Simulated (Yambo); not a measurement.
Yambo input for BeS (zinc blende, space group F-43m, No. 216) under isotropic strain of -3 % on all lattice vectors (a = b = c = 3.320 Å, α = β = γ = 60.00°), on PBEsol (pw.x of Quantum ESPRESSO, ONCV potentials, without SOC) wavefunctions on a 18×18×18 mesh:

```
optics
chi
dipoles
kernel
FFTGvecs= 40 Ry
Chimod= "HARTREE"
NGsBlkXd= 4 Ry
% QpntsRXd
 1 | 1 |
%
% BndsRnXd
 2 | 19 |
%
GrFnTpXd= "R"
% EnRngeXd
 0.0 | 20.0 | eV
%
% DmRngeXd
 0.2 | 0.2 | eV
%
CGrdSpXd= 50
ETStpsXd= 161
% LongDrXd
 1.0 | 0.0 | 0.0 |
%
% XfnQP_E
 1.936 | 1.0 | 1.0 |
%
```

First lines of the file o-*.eps_q1_inv_rpa_dyson:

```
Absorption @ Q(1):   1.00000000     0.00000000     0.00000000    [q->0 direction]
#
# [ X ] Hartree size     :  27
# [GEN] GF Energies     : Perdew, Burke & Ernzerhof SOL(X)+Perdew, Burke & Ernzerhof SOL(C)+ user defined corrections @E
# [GEN] Green`s Function     : Retarded
#
# [GEN] Gauge     : Length
# [GEN] [r,Vnl] included     : yes
#
#    E[1] [eV]     Im(eps)     Re(eps)     Im(eps_o)     Re(eps_o)
#
     0.000000     0.51454E-16     4.497174     -0.59382E-18     5.062770
     0.125000     0.001764     4.497724     0.002197     5.063455
     0.250000     0.003531     4.499375     0.004398     5.065512
     0.375000     0.005306     4.502131     0.006610     5.068945
     0.500000     0.007092     4.505997     0.008836     5.073761
     0.625000     0.008893     4.510983     0.011082     5.079972
     0.750000     0.010714     4.517097     0.013352     5.087592
     0.875000     0.012558     4.524355     0.015653     5.096637
     1.000000     0.014430     4.532771     0.017990     5.107128
     1.125000     0.016333     4.542364     0.020369     5.119089
     1.250000     0.018273     4.553156     0.022794     5.132548
     1.375000     0.020255     4.565171     0.025274     5.147536
     1.500000     0.022283     4.578435     0.027814     5.164088
     1.625000     0.024362     4.592979     0.030421     5.182245
     1.750000     0.026499     4.608838     0.033103     5.202050
     1.875000     0.028700     4.626049     0.035868     5.223553
     2.000000     0.030971     4.644653     0.038725     5.246807
     2.125000     0.033319     4.664696     0.041682     5.271872
     2.250000     0.035752     4.686229     0.044749     5.298814
     2.375000     0.038277     4.709306     0.047938     5.327704
     2.500000     0.040905     4.733988     0.051260     5.358622
     2.625000     0.043643     4.760341     0.054728     5.391654
     2.750000     0.046504     4.788437     0.058356     5.426894
     2.875000     0.049499     4.818356     0.062160     5.464448
     3.000000     0.052640     4.850185     0.066156     5.504428
     3.125000     0.055942     4.884018     0.070364     5.546961
     3.250000     0.059421     4.919961     0.074804     5.592183
     3.375000     0.063093     4.958127     0.079500     5.640246
     3.500000     0.066979     4.998643     0.084477     5.691315
     3.625000     0.071099     5.041648     0.089766     5.745575
     3.750000     0.075480     5.087294     0.095399     5.803226
     3.875000     0.080147     5.135750     0.101413     5.864494
     4.000000     0.085133     5.187203     0.107850     5.929627
```
(The file goes on to the top of the energy range.) Convergence of the RPA response with its 18×18×18 mesh was not tested. The scissor comes from a G0W0 run whose convergence isn't established.

Geometry strained from the cell relaxed with PBEsol, atoms relaxed again.
